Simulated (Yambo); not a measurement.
Material: BaAlSiH (space group P3m1, No. 156) under isotropic strain of +1 % on all lattice vectors; a = 4.342 Å, b = 4.342 Å, c = 5.113 Å, α = 90.00°, β = 90.00°, γ = 120.00° (4 atoms in the cell). The PBEsol cell relaxed from Materials Project entry mp-571093 was given an isotropic strain of +1 % on all lattice vectors, and the atoms were relaxed again.

With norm-conserving PBEsol (Quantum ESPRESSO, 72 Ry, without SOC), the gap between the mesh's edge points (A → (0, 0.333, 0)) is 1.042 eV.

Question: By how much does one-shot G0W0 (Yambo; 3×3×2 Γ-centred k mesh, 151 bands and a 8 Ry block in the screening, 151 bands in G with the Bruneval-Gonze terminator, plasmon pole fitted at 27.2 eV) open this gap, and what gap results?

Answer: The correction is 0.402 eV, giving 1.444 eV, 1.4 times the PBEsol value. The mesh misses a band edge: along a dense path the PBEsol gap is 0.63 eV against 1.04 eV on the mesh. Convergence of the G0W0 settings was not tested. The k mesh is coarse. 

The structure is a Materials Project entry; no match was found in the copy of COD used, and its stability was not checked.
